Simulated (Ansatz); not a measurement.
All numbers below come from DFT PBE, scalar-relativistic, plane waves, PAW in Ansatz 0.2.0. The final run on the 6-atom cell used 420 eV, a Γ-centred 12×12×4 mesh, 0.10 eV smearing and no spin polarisation.

The zero of energy is the elements' standard structures at the same level (O₂ as a molecule); no fitted shifts are applied.

Problem. Suggest a trial structure for a hexagonal metal made of Hf, O and Sr, with a formation energy near −0.47 eV/atom and about 32 Å³ per atom, in a cell of 6 atoms.

Solution. Sr₄HfO, space group P-6m2 (No. 187). Sr on its first site is surrounded by 3 Hf at 3.54 Å, 6 Sr at 3.72 Å and 3 Sr at 4.26 Å; Sr on its second site has 3 O at 2.67 Å, 1 Sr at 3.17 Å, 6 Sr at 3.72 Å and 3 Sr at 4.26 Å; Hf is surrounded by 6 Sr at 3.54 Å and 6 Hf at 3.72 Å; around O lie 6 Sr at 2.67 Å.

```
Sr Hf O
1.0
     3.71789    0.00000    0.00000
    -1.85895    3.21979    0.00000
     0.00000    0.00000   16.16096
Sr Hf O
4 1 1
Cartesian
  1.8589 1.0733 10.8928
  0.0000 0.0000 14.5743
  0.0000 0.0000 1.5866
  1.8589 1.0733 5.2682
  0.0000 0.0000 8.0805
  1.8589 1.0733 0.0000
```

| Item | Value |
| --- | --- |
| Volume per atom | 32.24 Å³ |
| Density | 4.68 g/cm³ |
| Energy over the elements | −0.47 eV/atom |
| Gap on the 12×12×4 mesh of the 6-atom cell | 0 eV (a metal) |

It was reached by relaxing an invented guess, and it needn't be the stable form of this composition. The answer needn't be unique; the calculation gave this one.

Spin–orbit coupling, which can matter for Hf, is left out. Symmetry constrained the relaxation, so the result can be a saddle point.
